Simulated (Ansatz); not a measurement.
# Sc: eigenvalues along the path

```
Sc
1.0
     0.00000    2.27050    2.27050
     2.27050    0.00000    2.27050
     2.27050    2.27050    0.00000
Sc
1
Cartesian
  0.0000 0.0000 0.0000
```

The cell is COD entry 9008483, as deposited and not checked against the literature; nothing was relaxed.

Spin polarisation is left out, and whether a magnetic state lies lower isn't shown here.

Theory: DFT, PBEsol, all-electron LAPW, scalar-relativistic (Ansatz 0.2.0).

The runs use a Γ-centred 12×12×12 k mesh, Fermi–Dirac smearing of 0.03 eV, basis error target 0.25 meV/atom, no spin polarisation.

Path points, in fractions of the reciprocal vectors: Γ (0.000, 0.000, 0.000), X (0.500, 0.000, 0.500), U (0.625, 0.250, 0.625), K (0.375, 0.375, 0.750), L (0.500, 0.500, 0.500), W (0.500, 0.250, 0.750). Levels in eV from the Fermi level; bands 5 to 8, counted from the lowest band of the run. The gap is zero.

```
# k(1/Å) point b5 b6 b7 b8
0.000 Γ -5.29 1.65 1.65 1.65
0.099 - -5.24 1.61 1.67 1.67
0.198 - -5.11 1.49 1.73 1.73
0.296 - -4.89 1.31 1.83 1.83
0.395 - -4.59 1.09 1.97 1.97
0.494 - -4.22 0.83 2.15 2.15
0.593 - -3.79 0.57 2.01 2.37
0.692 - -3.33 0.31 1.75 2.62
0.791 - -2.86 0.06 1.54 2.90
0.889 - -2.43 -0.16 1.42 3.21
0.988 - -2.08 -0.35 1.43 3.52
1.087 - -1.84 -0.50 1.57 3.83
1.186 - -1.71 -0.61 1.80 4.04
1.285 - -1.65 -0.68 2.01 4.08
1.384 X -1.63 -0.71 2.10 4.09
1.419 - -1.63 -0.70 2.08 4.08
1.454 - -1.62 -0.70 2.05 4.06
1.488 - -1.60 -0.68 1.99 4.02
1.523 - -1.57 -0.67 1.91 3.97
1.558 - -1.53 -0.65 1.83 3.91
1.593 - -1.48 -0.63 1.73 3.84
1.628 - -1.43 -0.60 1.63 3.76
1.663 - -1.37 -0.57 1.53 3.68
1.698 - -1.30 -0.55 1.42 3.59
1.733 - -1.23 -0.52 1.32 3.50
1.768 - -1.15 -0.49 1.22 3.40
1.803 - -1.06 -0.47 1.12 3.31
1.838 - -0.98 -0.46 1.03 3.21
1.873 U -0.88 -0.45 0.94 3.12
1.933 - -0.83 -0.44 0.88 3.06
1.994 - -0.78 -0.41 0.80 2.97
2.054 - -0.73 -0.37 0.71 2.87
2.115 - -0.68 -0.31 0.61 2.78
2.175 - -0.64 -0.24 0.51 2.70
2.236 - -0.62 -0.19 0.43 2.65
2.297 - -0.61 -0.16 0.40 2.63
2.357 - -0.62 -0.19 0.43 2.65
2.418 - -0.64 -0.24 0.51 2.70
2.478 - -0.68 -0.31 0.61 2.78
2.539 - -0.73 -0.37 0.71 2.87
2.599 - -0.78 -0.41 0.80 2.97
2.660 - -0.83 -0.44 0.88 3.06
2.720 K -0.88 -0.45 0.94 3.12
2.825 - -0.63 -0.45 0.70 2.87
2.930 - -0.72 -0.21 0.52 2.65
3.035 - -1.03 0.14 0.40 2.49
3.139 - -1.47 0.35 0.49 2.38
3.244 - -1.99 0.35 0.84 2.33
3.349 - -2.54 0.42 1.16 2.33
3.454 - -3.09 0.54 1.44 2.38
3.559 - -3.62 0.70 1.66 2.28
3.664 - -4.09 0.90 1.80 2.10
3.768 - -4.50 1.11 1.84 1.94
3.873 - -4.84 1.32 1.80 1.81
3.978 - -5.08 1.49 1.72 1.73
4.083 - -5.24 1.61 1.67 1.67
4.188 Γ -5.29 1.65 1.65 1.65
4.273 - -5.25 1.62 1.66 1.66
4.359 - -5.15 1.54 1.70 1.70
4.445 - -4.99 1.42 1.75 1.75
4.530 - -4.76 1.27 1.82 1.82
4.616 - -4.48 1.10 1.86 1.86
4.701 - -4.15 0.93 1.88 1.88
4.787 - -3.78 0.76 1.86 1.86
4.872 - -3.39 0.60 1.81 1.81
4.958 - -3.00 0.48 1.75 1.75
5.044 - -2.62 0.39 1.68 1.68
5.129 - -2.30 0.34 1.61 1.61
5.215 - -2.05 0.32 1.57 1.57
5.300 - -1.89 0.33 1.54 1.54
5.386 L -1.84 0.34 1.53 1.53
5.456 - -1.82 0.32 1.51 1.54
5.526 - -1.75 0.26 1.46 1.59
5.596 - -1.65 0.17 1.38 1.67
5.666 - -1.51 0.06 1.27 1.77
5.735 - -1.34 -0.05 1.14 1.91
5.805 - -1.15 -0.17 1.00 2.06
5.875 - -0.93 -0.29 0.85 2.22
5.945 - -0.71 -0.40 0.71 2.38
6.015 - -0.49 -0.48 0.57 2.52
6.085 - -0.57 -0.26 0.45 2.61
6.155 - -0.64 -0.07 0.35 2.64
6.225 - -0.69 0.08 0.28 2.64
6.295 - -0.71 0.19 0.24 2.62
6.364 W -0.72 0.22 0.22 2.61
6.414 - -0.74 0.10 0.35 2.64
6.463 - -0.79 -0.02 0.50 2.70
6.513 - -0.86 -0.13 0.64 2.81
6.562 - -0.94 -0.23 0.80 2.94
6.612 - -1.04 -0.32 0.96 3.10
6.661 - -1.15 -0.40 1.12 3.26
6.710 - -1.25 -0.47 1.28 3.43
6.760 - -1.34 -0.53 1.45 3.58
6.809 - -1.43 -0.59 1.61 3.73
6.859 - -1.50 -0.63 1.76 3.85
6.908 - -1.56 -0.66 1.89 3.95
6.957 - -1.60 -0.69 2.00 4.03
7.007 - -1.63 -0.70 2.07 4.07
7.056 X -1.63 -0.71 2.10 4.09
```
